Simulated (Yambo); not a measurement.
A G0W0@PBEsol run in Yambo for SrTiO3 (space group I4/mcm, No. 140) (4×4×4 Γ-centred k mesh, bands 3 to 148 and a 6 Ry block in the screening, 148 bands in G with the Bruneval-Gonze terminator, plasmon pole fitted at 27.2 eV) gives these matrix elements, in eV, at the band edges (Γ → Γ):

```json
[
 {"state": "valence edge", "E0": "0.000", "<Vxc>": "-19.837", "<Σx>": "-24.922", "<Σc(E0)>": "4.746", "Z": "0.770"},
 {"state": "conduction edge", "E0": "1.932", "<Vxc>": "-18.867", "<Σx>": "-11.651", "<Σc(E0)>": "-5.471", "Z": "0.781"}
]
```

### Question
Solve the linearised quasiparticle equation for both states, give the gap, and say how exchange and correlation each act on it.

### Answer
E = E0 + Z(Σx + Σc − Vxc). Valence: 0.000 + 0.770 × (-24.922 + (4.746) − (-19.837)) = -0.26 eV. Conduction: 1.932 + 0.781 × (-11.651 + (-5.471) − (-18.867)) = 3.29 eV. The gap is 3.56 eV, against 1.93 eV in PBEsol. Replacing Vxc by bare exchange alone would open it by 12.30 eV; correlation takes back 10.22 eV of that, and Z scales what is left. Nearest settings tried, and what they do to the gap: 104 bands in W, 104 bands in G: +12 meV; 1 Ry block (23 vectors against 197): +1579 meV. Not varied: mesh. So the settings aren't converged at that level. 

Geometry of the Materials Project entry, not relaxed at this level; primitive cell a = b = c = 5.5349 Å, α = β = 120.15°, γ = 89.74°.

This is not the ordinary phase of the substance.
